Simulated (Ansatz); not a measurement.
A geometry of Nb away from equilibrium: step 20 of the relaxation of a generated cell, Nb built in the AFLOW prototype A_hR12_166_2h (as in B). Calculation: r2SCAN (plane waves to 500 eV, PAW, scalar-relativistic; Ansatz, an electronic-structure program). Γ-centred k-mesh 5×5×5 on the run's cell (coarser than for final values), Fermi–Dirac smearing 0.05 eV.

```xyz
12
Lattice="2.9516 1.7041 8.4378 -2.9516 1.7041 8.4378 0.0000 -3.4082 8.4378" Properties=species:S:1:pos:R:3 pbc="T T T"
Nb    -1.4317     0.8266     5.4836
Nb     0.0000    -1.6532     5.4836
Nb     1.4317     0.8266     5.4836
Nb     1.4317    -0.8266    19.8299
Nb     0.0000     1.6532    19.8299
Nb    -1.4317    -0.8266    19.8299
Nb    -1.4083     0.8131     9.4273
Nb     0.0000    -1.6262     9.4273
Nb     1.4083     0.8131     9.4273
Nb     1.4083    -0.8131    15.8861
Nb     0.0000     1.6262    15.8861
Nb    -1.4083    -0.8131    15.8861
```

Task: Predict the force on each atom, in eV/Å.

Result: 
| atom | Fx | Fy | Fz |
|---|---|---|---|
| Nb1 | -0.01 | 0.01 | -0.12 |
| Nb2 | 0.00 | -0.02 | -0.12 |
| Nb3 | 0.01 | 0.01 | -0.12 |
| Nb4 | 0.01 | -0.01 | 0.12 |
| Nb5 | 0.00 | 0.02 | 0.12 |
| Nb6 | -0.01 | -0.01 | 0.12 |
| Nb7 | -0.01 | 0.00 | 0.01 |
| Nb8 | 0.00 | -0.01 | 0.01 |
| Nb9 | 0.01 | 0.00 | 0.01 |
| Nb10 | 0.01 | 0.00 | -0.01 |
| Nb11 | 0.00 | 0.01 | -0.01 |
| Nb12 | -0.01 | 0.00 | -0.01 |

Task: What is the pressure?

Result: +2.9 GPa, compression positive.

Task: How far above the relaxed end point is this geometry?

Result: 0.08 eV/atom; the path ends in R-3m (No. 166).

No spin polarisation in the result.

The run could not lose the symmetry of its start, so the end can be a saddle point.

The end of the path is a generated cell of Nb: the first start was made by placing the elements on the sites of a structure type, and the end was not matched to a known phase here, so it may be hypothetical. Known forms of Nb include space group No. 229.
